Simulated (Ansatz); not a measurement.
Ga4BiAs3:
Space group Amm2 (No. 38); a = 4.0700 Å, b = 8.1696 Å, c = 11.5715 Å, α = 90.00°, β = 90.00°, γ = 90.00°

```tsv
atom	site	symmetry	x	y	z
Ga	2b	mm2	0.5000	0.5000	0.1395
Ga	4d	m..	0.0000	0.2629	0.3691
Ga	2b	mm2	0.5000	0.5000	0.6234
Bi	2a	mm2	0.0000	0.0000	0.4994
As	2a	mm2	0.0000	0.0000	0.9991
As	4e	m..	0.5000	0.2493	0.2502
```
(The calculation used a cell of 8 atoms; values per cell refer to that cell.)

Relaxed at zero pressure with the program Ansatz at the LDA level (PAW).

**Question.** The volume is raised by 6 % and shape and atoms relax at that volume. What pressure results, and how do the axes share the change?

**Answer.** -3.2 GPa; a 1.9 %, b 1.9 %, c 2.0 %; the energy rises by 15 meV/atom.

**Question.** Give the new structure.

**Answer.** 
Space group Amm2 (No. 38); a = 4.149 Å, b = 8.328 Å, c = 11.802 Å, α = 90.00°, β = 90.00°, γ = 90.00°

| atom | site | symmetry | x | y | z |
|---|---|---|---|---|---|
| Ga | 2b | mm2 | 0.5000 | 0.5000 | 0.1392 |
| Ga | 4d | m.. | 0.0000 | 0.2628 | 0.3693 |
| Ga | 2b | mm2 | 0.5000 | 0.5000 | 0.6233 |
| Bi | 2a | mm2 | 0.0000 | 0.0000 | 0.4996 |
| As | 2a | mm2 | 0.0000 | 0.0000 | 0.9987 |
| As | 4e | m.. | 0.5000 | 0.2504 | 0.2502 |

The phase is kept; no other phase was compared at this pressure.

The first step of the workflow began from a Materials Project structure, measured or hypothetical; the Crystallography Open Database copy checked does not list it. Its standing as an ambient phase is unchecked. The LDA relaxation kept the symmetry of its start; of distortions, only those at the zone centre were tested. Spin–orbit coupling is left out wherever it is not named.

Potentials: the later of the program's two PAW sets.
